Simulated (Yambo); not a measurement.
BaTiO3 (space group R3m, No. 160): a test of whether the lowest BSE state is resolved, against the k mesh (Yambo, LDA bands; otherwise 9 valence and 7 conduction bands, static screening with 42 bands and a 3 Ry block, scissor 1.71 eV, Tamm-Dancoff).

```
k mesh  direct gap (eV)  lowest state (eV)  difference (eV)  k points taking part  rough cost
------  ---------------  -----------------  ---------------  --------------------  ----------
2×2×2              4.43               3.54             0.88                   1.4  about 1/70
4×4×4              4.43               3.92             0.51                   1.9   about 1/8
6×6×6              4.43               4.03             0.40                   4.9           1
```

The last step moves the difference by 0.11 eV. Even the densest mesh doesn't resolve the state: none of these energies is a result, and the difference is no binding energy.

These are vertical excitations (zero momentum); the indirect quasiparticle gap, about 4.04 eV, is smaller than the direct one (4.43 eV on the GW mesh). The scissor comes from a G0W0 run whose convergence isn't established; costs are rough.

Geometry of the Materials Project entry, not relaxed at this level; primitive cell a = 4.0338 Å, b = 4.0338 Å, c = 4.0338 Å, α = 89.84°, β = 89.84°, γ = 89.84°.
